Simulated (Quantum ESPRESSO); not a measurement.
## NbHfTaF2O6 (convergence and cost over cutoff and k mesh)

Computed values, not a measurement. The program is pw.x of Quantum ESPRESSO 7.5 (plane-wave density functional theory). The cell is made up: 11 atoms on a rutile lattice with one site empty, with randomly drawn elements, strain and displacements, not relaxed. PseudoDojo standard norm-conserving files (v0.5 for PBE, v0.4.1 for LDA and PBEsol) set the functional; there is no spin polarisation, spin-orbit coupling or dispersion term, and the masses in the input are unused placeholders.

The hafnium pseudopotential is less sure than the others, with forces about 3 percent (worst 6) and pressure in oxides about 1.5 GPa (worst 2.7) from a second method in checks, which no rerun with the same files tests.

Input of the run in row 4:

```
&control calculation='scf', pseudo_dir='./dojo.nc.sr.pbe.v0_5.standard.upf', outdir='./o', disk_io='medium', tprnfor=.true., tstress=.true. /
&system ibrav=0, nat=11, ntyp=5, nbnd=50, ecutwfc=84.00895049, nosym=.true., tot_charge=0,
 occupations='smearing', smearing='fd', degauss=0.0018374661
/
&electrons conv_thr=7.350e-09, electron_maxstep=60, /
ATOMIC_SPECIES
F 1.0 F.upf
Hf 1.0 Hf.upf
Nb 1.0 Nb.upf
O 1.0 O.upf
Ta 1.0 Ta.upf
CELL_PARAMETERS angstrom
4.9946 0.0 0.0
0.0 4.9946 0.0
0.0 0.0 6.6048
ATOMIC_POSITIONS angstrom
Nb -0.04 -0.0219 -0.0586
Hf 0.0015 0.021 3.2912
Ta 2.5717 2.4764 5.0452
F 1.4598 1.5458 -0.0911
O 3.3631 3.3784 0.0035
O 4.0052 1.0283 1.6571
F 0.9791 4.1562 1.5972
O 1.5139 1.4817 3.436
O 3.3788 3.491 3.2776
O 4.0741 1.0377 4.8962
O 0.9256 4.0686 4.9234
K_POINTS automatic
5 5 4 1 1 1
```

The same cell was run at these settings. Meshes are shifted by half a step, and differences are from the last row, which is itself not exact.

```
cutoff (eV)     k mesh  k points solved  threshold (eV)  free energy less the last row's (eV)  pressure (GPa)  largest stress difference (GPa)  largest force difference (eV/Å)  iterations  wall time (s)  k-point pools              processor
        800  2 x 2 x 2                4           1e-04                                 1.493          -31.64                            10.52                            0.061          15             42              1  AMD EPYC, Zen 5 class
       1143  1 x 1 x 1                1           1e-07                                 0.457          -20.71                             2.63                            0.787          21             36              1  AMD EPYC, Zen 5 class
        663  5 x 5 x 4               50           1e-07                                 7.794          -56.92                            35.69                            0.091          20            316              1  AMD EPYC, Zen 5 class
       1143  5 x 5 x 4               50           1e-07                                 0.004          -21.32                             0.03                            0.002          20            639              1  AMD EPYC, Zen 5 class
       1467  7 x 7 x 6              147           1e-07                                 0.000          -21.29                             0.00                            0.000          20           4234              1  AMD EPYC, Zen 5 class
```

Each pool is one process. Wall times include start-up and a band step at six k points, which weighs most on the coarsest meshes. The runs were on shared virtual cores whose load varied, so times are rough.